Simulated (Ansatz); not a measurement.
CdPS3:
```cif
data_Cd2P2S6
_chemical_formula_sum 'Cd2 P2 S6'
_space_group_name_H-M_alt 'P 1'
_space_group_IT_number 1
_cell_length_a 6.11197
_cell_length_b 6.11197
_cell_length_c 6.71134
_cell_angle_alpha 81.455
_cell_angle_beta 98.545
_cell_angle_gamma 59.990
loop_
_space_group_symop_operation_xyz
  'x, y, z'
loop_
_atom_site_label
_atom_site_type_symbol
_atom_site_fract_x
_atom_site_fract_y
_atom_site_fract_z
_atom_site_occupancy
Cd1 Cd 0.66780 0.66780 0.00000 1
Cd2 Cd 0.33220 0.33220 0.00000 1
P1 P 0.05648 0.94352 0.17398 1
P2 P 0.94352 0.05648 0.82602 1
S1 S 0.08488 0.59659 0.26288 1
S2 S 0.91512 0.40341 0.73712 1
S3 S 0.59659 0.08488 0.73712 1
S4 S 0.40341 0.91512 0.26288 1
S5 S 0.23534 0.76466 0.74087 1
S6 S 0.76466 0.23534 0.25913 1
```

Relaxed with LDA. Plane-wave PAW LDA (Ansatz code) gives a gap of 1.71 eV.

**Question.** What gap does HSE06 give on the same cell (Ansatz, PAW)?

**Answer.** 3.06 eV, 1.35 eV more. The hybrid was solved on a coarser mesh and at special points; its gap is the smallest among all of these.

| k | v1 LDA | c1 LDA | v1 HSE06 | c1 HSE06 |
|---|---|---|---|---|
| Γ | -0.55 | 1.71 | -0.56 | 3.06 |
| Y | -0.07 | 2.27 | ___ | ___ |
| A | -0.48 | 2.34 | -0.47 | 3.63 |
| M | -0.43 | 2.81 | ___ | ___ |
| V2 | -0.32 | 2.70 | ___ | ___ |
| L2 | -0.23 | 2.40 | ___ | ___ |

**Question.** Top valence (v1) and lowest conduction level (c1) in eV from each method's valence maximum (which need not be a listed point): supply the withheld HSE06 values.

**Answer.** 
- M, v1 HSE06: -0.45
- M, c1 HSE06: 4.17
- Y, v1 HSE06: -0.07
- Y, c1 HSE06: 3.59
- V2, v1 HSE06: -0.32
- V2, c1 HSE06: 4.03
- L2, v1 HSE06: -0.23
- L2, c1 HSE06: 3.72

Cost on shared cores: the LDA run (SCF on a 6×6×5 mesh, then bands and DOS) around 6 core-minutes (rough), the HSE06 run (SCF on 3×3×3, then a few points) very roughly 7 core-minutes; the tasks are unlike.

Space group C2/m. The workflow started from a Materials Project entry (that database holds measured and hypothetical structures alike); the Crystallography Open Database copy checked does not list it. COD files the formula under space group No. 146, so this cell is another polymorph or a model. Its standing as an ambient phase is unchecked. The cell was relaxed with LDA under the symmetry of its start; its stability against distortions is not shown here. A crystal of weakly bound layers computed without a dispersion correction: the cell and the soft elastic constants depend strongly on that. Spin–orbit coupling is left out wherever it is not named.

Potentials: the later of the program's two PAW sets.
